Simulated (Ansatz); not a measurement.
MgTe in space group P-6m2 (No. 187; Mg on 1a, Te on 1f) at seven volumes, PBE (plane waves, PAW; program Ansatz), shape and atoms relaxed at each. One row is withheld.

```json
[
 {"V (Å³/atom)": "25.413", "P (GPa)": "4.58"},
 {"V (Å³/atom)": "26.251", "P (GPa)": "2.82"},
 {"V (Å³/atom)": "27.089", "P (GPa)": "1.32"},
 {"V (Å³/atom)": "27.927", "P (GPa)": "0.00"},
 {"V (Å³/atom)": "28.764", "P (GPa)": "-1.14"},
 {"V (Å³/atom)": "29.602", "P (GPa)": "?"},
 {"V (Å³/atom)": "30.440", "P (GPa)": "-2.97"}
]
```

### Question
Fit the shown pressures and predict the withheld one.

### Answer
P = (3/2)B₀(x^(7/2) − x^(5/2))[1 + (3/4)(B′ − 4)(x − 1)] with x = (V₀/V)^(2/3). Least squares on the six rows gives V₀ = 27.927 Å³/atom, B₀ = 40.6 GPa, B′ = 3.79. At V = 29.602, x = 0.9619 and P = -2.12 GPa. The run itself gave -2.13 GPa.

The cell is a constructed one: a structure type filled with these elements; neither database checked (COD, Materials Project) lists it. COD files the formula under space group No. 186, so this cell is another polymorph or a model. Its standing as an ambient phase is unchecked. Symmetry was held in the PBE relaxation; whether a distortion lowers the energy is not shown. Spin–orbit coupling is left out wherever it is not named.

Potentials: the later of the program's two PAW sets.
